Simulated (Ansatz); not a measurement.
SnTe (rock salt), conventional cell a = b = c = 6.3712 Å, α = β = γ = 90.00°. The calculation uses the primitive cell of 2 atoms, to which meshes and values per cell refer.

Grid over V/V₀ and (c/a)/(c/a)₀, subscript 0 meaning the relaxed cell; the conventional c axis lies along z; no internal relaxation.

Calculation: r2SCAN (plane waves to 500 eV, PAW, scalar-relativistic; Ansatz, a program for electronic structure). k mesh 13×13×13 (Γ-centred), Fermi-Dirac smearing 0.05 eV. E stands for the smeared free energy. As the smearing reaches across the gap at some points, the response to shear is sensitive to the k mesh, so small differences along c/a are uncertain. SnTe was relaxed with its symmetry unable to fall. Spin-orbit coupling is left out, though Te is heavy. The PAW data are Ansatz's earlier set. The zero of ΔE is the relaxed starting cell.

| ΔE (meV/atom) | V/V₀ = 0.920 | V/V₀ = 0.960 | V/V₀ = 1.000 | V/V₀ = 1.040 | V/V₀ = 1.080 |
|---|---|---|---|---|---|
| (c/a)/(c/a)₀ = 0.920 | (withheld) | 79 | 63 | 63 | 74 |
| (c/a)/(c/a)₀ = 0.960 | (withheld) | 24 | (withheld) | 19 | 36 |
| (c/a)/(c/a)₀ = 1.000 | 33 | 8 | 0 | 7 | 25 |
| (c/a)/(c/a)₀ = 1.040 | 48 | 21 | 12 | (withheld) | 34 |
| (c/a)/(c/a)₀ = 1.080 | 89 | (withheld) | 44 | 45 | (withheld) |

**Question.** Fill in the missing entries.

**Answer.** 
- (c/a)/(c/a)₀ = 0.920, V/V₀ = 0.920: 112
- (c/a)/(c/a)₀ = 0.960, V/V₀ = 0.920: 51
- (c/a)/(c/a)₀ = 0.960, V/V₀ = 1.000: 15
- (c/a)/(c/a)₀ = 1.040, V/V₀ = 1.040: 17
- (c/a)/(c/a)₀ = 1.080, V/V₀ = 0.960: 58
- (c/a)/(c/a)₀ = 1.080, V/V₀ = 1.080: 58

(Under strain, the slope of the energy per volume gives the stress and its curvature an elastic modulus.)
